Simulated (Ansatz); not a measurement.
GePdS3:
```xyz
10
Lattice="7.1470 1.7318 0.0000 -7.1470 1.7318 0.0000 -2.6535 0.0000 8.7449" Properties=species:S:1:pos:R:3 pbc="T T T"
Ge    -6.7406     1.7318     2.6824
Ge     4.0871     1.7318     6.0625
Pd    -1.6944     1.7318     0.2445
Pd    -0.9592     1.7318     8.5003
S      0.6035     1.7318     4.0706
S     -3.2571     1.7318     4.6742
S     -5.0109     1.7318     1.2665
S      2.3574     1.7318     7.4783
S      5.4982     1.7318     1.8096
S     -8.1517     1.7318     6.9353
```

Relaxed with r²SCAN+D4.

Problem. Map the electron localisation function on the plane through (0.085, 0.915, 0.307) spanned by u = [0, 0, 1] and v = [1, -1, 0] in lattice vectors, from the program Ansatz at the r²SCAN+D4 level (PAW).

Solution. x is the fraction of u, y of v (the angle between them is 107°; rows are the nearest grid lines); atoms in the plane: Ge at (0.00, 0.00), Ge at (0.39, 0.83), Pd at (0.72, 0.30), Pd at (0.67, 0.53), S at (0.16, 0.54), S at (0.23, 0.29), S at (0.84, 0.09), S at (0.55, 0.74), S at (0.90, 0.84), S at (0.49, 0.99).
```
y \ x   0.000  0.100  0.175  0.275  0.375  0.450  0.550  0.625  0.725  0.825  0.900   1.00
------  -----  -----  -----  -----  -----  -----  -----  -----  -----  -----  -----  -----
1.00    0.178  0.276  0.081  0.020  0.918  0.590  0.658  0.424  0.293  0.538  0.396  0.178
0.925   0.579  0.091  0.008  0.052  0.708  0.862  0.538  0.073  0.017  0.220  0.688  0.579
0.850   0.905  0.083  0.021  0.231  0.017  0.159  0.299  0.213  0.101  0.765  0.005  0.905
0.775   0.758  0.011  0.038  0.254  0.287  0.727  0.514  0.784  0.116  0.699  0.875  0.758
0.700   0.005  0.007  0.015  0.022  0.310  0.893  0.828  0.722  0.030  0.015  0.013  0.005
0.625   0.016  0.720  0.908  0.776  0.022  0.402  0.092  0.095  0.205  0.079  0.032  0.016
0.550   0.306  0.607  0.016  0.902  0.015  0.027  0.208  0.553  0.613  0.143  0.034  0.306
0.450   0.147  0.682  0.744  0.028  0.014  0.050  0.186  0.325  0.189  0.041  0.028  0.147
0.375   0.017  0.023  0.613  0.753  0.226  0.044  0.035  0.126  0.338  0.220  0.096  0.017
0.300   0.012  0.845  0.876  0.237  0.477  0.044  0.118  0.466  0.212  0.364  0.085  0.012
0.225   0.014  0.826  0.939  0.873  0.076  0.019  0.094  0.200  0.312  0.062  0.039  0.014
0.150   0.452  0.019  0.038  0.018  0.004  0.009  0.014  0.017  0.138  0.899  0.944  0.452
0.0750  0.367  0.222  0.068  0.011  0.189  0.775  0.586  0.137  0.675  0.029  0.813  0.367
0.000   0.178  0.276  0.081  0.020  0.918  0.590  0.658  0.424  0.293  0.538  0.396  0.178
```

The density is the valence pseudo-density with augmentation charge, so density and ELF within about 1 Å of a nucleus are not all-electron values.

Space group C2/m. The first step of the workflow began from a Materials Project structure, measured or hypothetical; the Crystallography Open Database copy checked does not list it. Its standing as an ambient phase is unchecked. The cell was relaxed with r²SCAN+D4 under the symmetry of its start; its stability against distortions is not shown here. No spin polarisation was allowed.

Potentials: the later of the program's two PAW sets.
